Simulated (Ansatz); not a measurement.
A relaxation computed with Ansatz, from input to last step.

```yaml
crystal:
  lattice:
    - [2.813174516, 0.0, 0.0]
    - [-1.406587258, 2.4362805961, 0.0]
    - [0.0, 0.0, 12.5614503002]
  atoms:
    - { symbol: Al, position: [0.6666666667, 0.3333333333, 0.25] }
    - { symbol: Al, position: [0.3333333333, 0.6666666667, 0.75] }
    - { symbol: Cr, position: [0.3333333333, 0.6666666667, 0.4156980499] }
    - { symbol: Cr, position: [0.6666666667, 0.3333333333, 0.9156980499] }
    - { symbol: Cr, position: [0.6666666667, 0.3333333333, 0.5843019501] }
    - { symbol: Cr, position: [0.3333333333, 0.6666666667, 0.0843019501] }
    - { symbol: C, position: [0.0, 0.0, 0.5] }
    - { symbol: C, position: [0.0, 0.0, 0.0] }
basis:
  ecutwfc: 420
kpoints:
  mp_grid: { grid: [12, 12, 4] }
hamiltonian:
  xc: pbe
scf:
  occupations: { method: gaussian, width: 0.1 }
output:
  forces: true
  stress: true
  eigenvalues: true
  write_density: true
  write_potential: true
  elf: true
  volumetric_format: npy
relax:
  adjacent_minimum: "off"
  f_tol: 0.01
  max_steps: 30
  cell: { stress_tol: 0.1, fix: [volume] }
```

```bash
ansatz run input.yaml --threads 2 --pin off --max-ram 5120MiB --backend cpu --events-out ev --progress --plain --runs-dir out
```

Level of theory: Ansatz 0.2.0, DFT PBE, scalar-relativistic, plane waves, PAW.

The volume is held at 0.97 times that of the relaxed cell.

Of 4 frames 3 are shown, positions in Å and forces in eV/Å; the SCF threshold varies from step to step. Steps run on the plane waves of an earlier cell, with a Pulay correction in the pressure. The basis is chosen afresh for the last frame, the zero of the energies, and at times for earlier ones too; energy and pressure step there, also at an unchanged geometry.

```xyz
8
Lattice="2.8132 0.0000 0.0000 -1.4066 2.4363 0.0000 0.0000 0.0000 12.5615" Properties=species:S:1:pos:R:3:forces:R:3 pbc="T T T" step=1 free_energy_over_end_meV_per_atom=1.23 pressure_GPa=7.31
Al    1.4066    0.8121    3.1404    0.0000    0.0000    0.0000
Al    0.0000    1.6242    9.4211    0.0000    0.0000    0.0000
Cr    0.0000    1.6242    5.2218    0.0000    0.0000   -0.3526
Cr    1.4066    0.8121   11.5025    0.0000    0.0000   -0.3526
Cr    1.4066    0.8121    7.3397    0.0000    0.0000    0.3526
Cr    0.0000    1.6242    1.0590    0.0000    0.0000    0.3526
C     0.0000    0.0000    6.2807    0.0000    0.0000    0.0000
C     0.0000    0.0000    0.0000    0.0000    0.0000    0.0000
8
Lattice="2.8133 0.0000 0.0000 -1.4067 2.4364 0.0000 0.0000 0.0000 12.5602" Properties=species:S:1:pos:R:3:forces:R:3 pbc="T T T" step=2 free_energy_over_end_meV_per_atom=0.26 pressure_GPa=6.65
Al    1.4067    0.8121    3.1401    0.0000    0.0000    0.0000
Al    0.0000    1.6243    9.4202    0.0000    0.0000    0.0000
Cr    0.0000    1.6243    5.2137    0.0000    0.0000   -0.1606
Cr    1.4067    0.8121   11.4938    0.0000    0.0000   -0.1606
Cr    1.4067    0.8121    7.3465    0.0000    0.0000    0.1606
Cr    0.0000    1.6243    1.0664    0.0000    0.0000    0.1606
C     0.0000    0.0000    6.2801    0.0000    0.0000    0.0000
C     0.0000    0.0000    0.0000    0.0000    0.0000    0.0000
8
Lattice="2.8123 0.0000 0.0000 -1.4062 2.4355 0.0000 0.0000 0.0000 12.5692" Properties=species:S:1:pos:R:3:forces:R:3 pbc="T T T" step=4 free_energy_over_end_meV_per_atom=0.00 pressure_GPa=6.11
Al    1.4062    0.8118    3.1423    0.0000    0.0000    0.0000
Al    0.0000    1.6237    9.4269    0.0000    0.0000    0.0000
Cr    0.0000    1.6237    5.2111    0.0000    0.0000   -0.0034
Cr    1.4062    0.8118   11.4957    0.0000    0.0000   -0.0034
Cr    1.4062    0.8118    7.3581    0.0000    0.0000    0.0034
Cr    0.0000    1.6237    1.0735    0.0000    0.0000    0.0034
C     0.0000    0.0000    6.2846    0.0000    0.0000    0.0000
C     0.0000    0.0000    0.0000    0.0000    0.0000    0.0000
```

It took 17 s on 2 threads of Oxide Virtual Turin-like Processor (Zen 5), with other jobs on the host, peak memory 0.53 GiB.

Spin polarisation was left out, and a magnetic state may lie lower.